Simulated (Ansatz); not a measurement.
HfW₂ (cubic Laves (MgCu2 type), Fd-3m) at seven volumes, LDA in the plane-wave PAW code Ansatz, scaled uniformly. One row is withheld.

```csv
V (Å³/atom),P (GPa)
15.918,?
16.443,17.08
16.967,7.90
17.492,0.00
18.017,-6.81
18.542,-12.69
19.066,-17.75
```

Task: Fit the shown pressures and predict the withheld one.

Result: Third-order Birch–Murnaghan: P = (3/2)B₀(x^(7/2) − x^(5/2))[1 + (3/4)(B′ − 4)(x − 1)] with x = (V₀/V)^(2/3). Least squares on the six rows gives V₀ = 17.492 Å³/atom, B₀ = 244.3 GPa, B′ = 3.96. At V = 15.918, x = 1.0649 and P = 27.77 GPa. The run itself gave 27.76 GPa.

The workflow started from a Materials Project entry (that database holds measured and hypothetical structures alike); the Crystallography Open Database files this formula in space group No. 227, but the cells were not matched. Whether it is the stable phase at ambient conditions was not checked. Symmetry was held in the LDA relaxation; its stability against distortions is not shown here. The run is not spin-polarised. Scalar-relativistic: spin–orbit coupling is off unless named, which matters more the heavier the elements.

Potentials: the later of the program's two PAW sets.
